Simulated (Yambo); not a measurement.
A G0W0@PBEsol run in Yambo for TlBr (space group Cmcm, No. 63) (4×4×2 Γ-centred k mesh, 247 bands and a 8 Ry block in the screening, 247 bands in G with the Bruneval-Gonze terminator, plasmon pole fitted at 27.2 eV) gives these matrix elements, in eV, at the band edges ((-0.5, -0.5, -0.5) → (0.25, 0.25, 0)):

| state | E0 | <Vxc> | <Σx> | <Σc(E0)> | Z |
|---|---|---|---|---|---|
| valence edge | 0.000 | -12.576 | -14.950 | 1.125 | 0.806 |
| conduction edge | 2.280 | -8.659 | -5.666 | -2.808 | 0.830 |

Solve the linearised quasiparticle equation for both states, give the gap, and say how exchange and correlation each act on it.

E = E0 + Z(Σx + Σc − Vxc). Valence: 0.000 + 0.806 × (-14.950 + (1.125) − (-12.576)) = -1.01 eV. Conduction: 2.280 + 0.830 × (-5.666 + (-2.808) − (-8.659)) = 2.43 eV. The gap is 3.44 eV, against 2.28 eV in PBEsol. Replacing Vxc by bare exchange alone would open it by 5.37 eV; correlation takes back 3.93 eV of that, and Z scales what is left. Nearest settings tried, and what they do to the gap: 3 Ry block (101 vectors against 357): -204 meV. Not varied: bands in G, bands in W, mesh. So the settings aren't converged at that level. The mesh misses a band edge: along a dense path the PBEsol gap is 2.02 eV against 2.28 eV on the mesh. Spin-orbit coupling is left out; with 6p states at a band edge it can lower the gap by many tenths of an eV, most of a small gap.

The standard potential for Tl keeps a d shell in the valence without the s and p states of that shell. In tests on such compounds this moved G0W0 gaps by up to about 0.9 eV, so absolute quasiparticle energies here are unreliable; differences between settings are what counts.

Geometry of the Materials Project entry, not relaxed at this level; primitive cell a = b = 6.6030 Å, c = 4.9718 Å, α = β = 90.00°, γ = 140.90°.

This is not the ordinary phase of the substance; no match was found in the copy of COD used, and its stability was not checked.
